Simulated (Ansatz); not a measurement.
Ansatz (a quantum-chemistry and plane-wave program) input:

Ansatz 0.2 input:
```yaml
crystal:
  lattice:
    - [4.3631417994, 0.0, 0.0]
    - [0.0, 4.3631417994, 0.0]
    - [0.0, 0.0, 6.1420826081]
  atoms:
    - { symbol: Sn, position: [0.5, 0.5, 0.5] }
    - { symbol: Te, position: [0.5, 0.5, 0.0] }
    - { symbol: Pb, position: [0.0, 0.0, 0.0] }
    - { symbol: Se, position: [0.0, 0.0, 0.5] }
kpoints:
  mp_grid: { grid: [10, 10, 7] }
hamiltonian:
  xc: lda
  pseudopotentials: { kind: paw }
scf:
  occupations: { method: fermi_dirac, width: 0.1 }
phonons:
  method: dfpt
  response_accuracy: low
  eigenvectors: true
  rigid_motions: translations
```

Output (shortened):

```
zone centre: on kpoints.mp_grid the ground state, and the responses unless they are solved on pairs of k-points, stand on 144 of the mesh's 700 k-points, …
Pseudopotentials: kind: paw
Pseudopotential: Sn, paw, valence charge 14
Pseudopotential: Te, paw, valence charge 16
Pseudopotential: Pb, paw, valence charge 14
Pseudopotential: Se, paw, valence charge 16
Functional definition: SPW92
Crystal: 4 atoms, lattice volume = 116.927 Å³
Basis set: ecut = 420 eV, 2301 PW (Γ), exchange–correlation on 60×60×90 points (8 copies of the dense FFT grid, shifted against one another)
Bands: 36, of which v1, the nominal top of the filled ones, is band 30 counted from 1 (29 counted from 0)
Symmetry: 16 space group operations
k-points: 144 of 700 (irreducible under 8 space group operations)
PAW frozen core: Sn, regenerated for the run's functional, and the local potential with it
PAW frozen core: Te, regenerated for the run's functional, and the local potential with it
PAW frozen core: Pb, regenerated for the run's functional, and the local potential with it
PAW frozen core: Se, regenerated for the run's functional, and the local potential with it
Initial wavefunctions: pseudopotential atomic-orbital guess
Eigensolver: davidson
Functional: x = slater, c = lda
SCF iter   1: F=—  HF=-29693.729171 eV  |F-HF|=—  |Δ(HF+E_count)|=         —  Δρ=4.92e-3  dr2=1.65e-2  ethr=1.77e-3  ⟨swp⟩=8.1  Hψ=23586  notcnv=0
all-band conjugate gradients solve this SCF's bands
preconditioner: auto → Kerker (q_TF=auto, 2.441 Å⁻¹)
SCF iter   2: F=—  HF=-29693.722373 eV  |F-HF|=—  |Δ(HF+E_count)|=   6.80e-3  Δρ=2.64e-3  dr2=5.23e-3  ethr=2.76e-5  ⟨swp⟩=2.3  Hψ=8651  notcnv=0
SCF iter   3: F=—  HF=-29693.720670 eV  |F-HF|=—  |Δ(HF+E_count)|=   1.70e-3  Δρ=4.56e-4  dr2=4.09e-4  ethr=8.72e-6  ⟨swp⟩=2.0  Hψ=6686  notcnv=0
SCF iter   4: F=—  HF=-29693.720586 eV  |F-HF|=—  |Δ(HF+E_count)|=   8.38e-5  Δρ=1.53e-4  dr2=3.76e-5  ethr=6.82e-7  ⟨swp⟩=2.0  Hψ=9452  notcnv=0  defer=2
SCF iter   5: F=—  HF=-29693.720567 eV  |F-HF|=—  |Δ(HF+E_count)|=   1.95e-5  Δρ=5.18e-5  dr2=1.07e-5  ethr=6.27e-8  ⟨swp⟩=2.0  Hψ=9441  notcnv=0  defer=2
SCF iter   6: F=—  HF=-29693.720564 eV  |F-HF|=—  |Δ(HF+E_count)|=   2.48e-6  Δρ=2.57e-5  dr2=3.07e-6  ethr=1.78e-8  ⟨swp⟩=2.0  Hψ=9363  notcnv=0  defer=2
SCF iter   7: F=—  HF=-29693.720563 eV  |F-HF|=—  |Δ(HF+E_count)|=   1.13e-6  Δρ=1.13e-5  dr2=5.12e-7  ethr=5.11e-9  ⟨swp⟩=2.0  Hψ=9454  notcnv=0  defer=2
SCF iter   8: F=—  HF=-29693.720563 eV  |F-HF|=—  |Δ(HF+E_count)|=   1.71e-7  Δρ=4.13e-6  dr2=5.84e-8  ethr=8.54e-10  ⟨swp⟩=2.0  Hψ=8719  notcnv=0  defer=2
SCF iter  12: F=-29693.720563 eV  HF=-29693.720563 eV  |F-HF|=0.00e0  |Δ(HF+E_count)|=  1.09e-11  Δρ=4.23e-8  dr2=2.36e-12  ethr=1.00e-12  ⟨swp⟩=8.3  Hψ=25872  notcnv=0
the search or the solves at the SCF's close seem to have found levels that the self-consistency loop had missed (the run counts 2) …
SCF 1 converged in 12 iterations: F = -29693.720563 eV  dr2 = 2.36e-12
DFPT response loops at Γ: preconditioner auto → Kerker (q_TF=auto, 2.441 Å⁻¹) (partly filled bands, converged f_vac=0.010) …
SCF converged after 12 iterations
Free energy (F): -29693.720563 eV
Harris-Foulkes:  -29693.720563 eV  (|F-HF|=0.00e0)
Internal energy: -29693.711615 eV  (E = F + TS)
E sigma→0 (E₀):  -29693.716089 eV
Entropy (-TS):   -0.008948 eV (-2.237 meV/atom)
Fermi energy:    9.361382 eV
--- Per-component energies (eV) ---
  E_band       = -779.221556
  E_kinetic    = 777.171574
  E_local      = -5630.517632  (includes V_loc(G=0)·N_el)
  E_nonlocal   = -568.001108
  E_hartree    = 2966.523534
  E_xc         = -827.808335
  E_vxc        = -437.870508  (∫ρ·V_xc dr)
  E_paw        = -20429.720787  (= ΣΔE_a)
  E_vpaw       = -853.050198  (= ΣTr[D̂ρ^β])
  E_aug_tail   = -0.000752  (compensation charges beyond the density's cutoff)
  E_ewald      = -5984.601317
  E_core_change = 3.243208  (= ΣΔE_core)
  E_smearing   = -0.008948  (= −TS)
  E_closure    = 0.000000  (closes the sum)
  Σ components = -29693.720563   (vs F -29693.720563, Δ=0.00e0)
  [band-id]    e_kinetic+e_local+e_nonlocal+2·e_hartree+e_vxc+e_vpaw+e_augmentation_tail = -779.221556   (vs E_band -779.221556, Δ=6.23e-8)
--- Band table (eV; the first three rows and the last of 144) ---
  k-point 0: bands = ["-38.3869", "-38.3855", "-38.3777", "-38.3777", "-38.3771", "-27.3546", "-27.3463", "-27.3416", "-27.3416", "-27.3360", "-12.1994", "-12.1830", "-12.1769", "-12.1729", "-12.1729", "-7.6773", "-7.6363", "-7.6304", "-7.5819", "-7.5819", "-4.1562", "-2.4636", "2.2668", "3.9291", "4.0350", "5.7970", "5.7970", "7.3052", "7.3569", "7.3569", "12.1974", "13.2110", "13.2110", "13.3468", "14.7670", "14.7670"]
  k-point 1: bands = ["-38.3869", "-38.3855", "-38.3777", "-38.3777", "-38.3771", "-27.3545", "-27.3463", "-27.3416", "-27.3416", "-27.3360", "-12.1993", "-12.1830", "-12.1769", "-12.1730", "-12.1730", "-7.6744", "-7.6363", "-7.6304", "-7.5820", "-7.5820", "-4.1059", "-2.5644", "2.1796", "3.6415", "4.5002", "5.8600", "5.8600", "7.2607", "7.2607", "7.7006", "12.2676", "12.4806", "13.1685", "13.1685", "14.6262", "14.6490"]
  k-point 2: bands = ["-38.3869", "-38.3855", "-38.3777", "-38.3777", "-38.3771", "-27.3544", "-27.3463", "-27.3416", "-27.3416", "-27.3360", "-12.1990", "-12.1830", "-12.1769", "-12.1731", "-12.1731", "-7.6677", "-7.6363", "-7.6304", "-7.5823", "-7.5823", "-3.9648", "-2.8161", "2.1302", "3.1293", "5.5265", "6.0420", "6.0420", "7.0059", "7.0059", "8.4818", "11.0734", "12.4769", "13.1540", "13.1540", "13.8513", "13.9455"]
  k-point 143: bands = ["-38.3869", "-38.3854", "-38.3777", "-38.3777", "-38.3770", "-27.3536", "-27.3469", "-27.3419", "-27.3419", "-27.3340", "-12.1931", "-12.1898", "-12.1757", "-12.1757", "-12.1674", "-7.7425", "-7.6097", "-7.5920", "-7.5920", "-7.5749", "-3.1754", "-1.5821", "0.8476", "2.2209", "4.4369", "4.4369", "5.0306", "5.0306", "8.0834", "8.6596", "10.9644", "11.0533", "13.4661", "13.4661", "14.7193", "14.7193"]
  band table: 36 of 36 bands, residual norms ≤ 1.0e-3 eV
--- Phonons (Γ-DFPT): 8 representative perturbations + reference, on 144 of 700 k-points (Σ response iterations 23) ---
  k mesh reduced under 8 symmetry operations, with k and −k counted as one. Each operation leaves every solved displacement unchanged or reverses it
  ASR residual: 9.930e-4 → 0.000e0 eV/Å²; symmetrization residual: 3.322e-4 eV/Å²
  ASR residual per site (eV/Å²): 9.93e-4 2.69e-4 1.62e-4 2.35e-4
  Γ frequencies (cm⁻¹): -65.92 -65.92 -19.00 0.00 0.00 0.00 39.67 39.67 76.72 90.01 98.12 98.12
  non-analytic LO–TO correction: not included (Born effective charges unavailable; polar crystals: no LO–TO splitting at Γ)
```

Cost: very roughly 8 core-minutes on shared cores.

Space group P4/mmm. The workflow started from a Materials Project entry (that database holds measured and hypothetical structures alike); the Crystallography Open Database copy checked does not list it. Whether it is the stable phase at ambient conditions was not checked. The LDA relaxation kept the symmetry of its start. At this level the phase is dynamically unstable (imaginary phonons). As this level gives no gap, phonon frequencies hold no LO–TO term and depend on the k-mesh and smearing (Fermi–Dirac, 0.1 eV here). Spin–orbit coupling is left out wherever it is not named.

Potentials: the later of the program's two PAW sets.

Ansatz is a plane-wave DFT program.
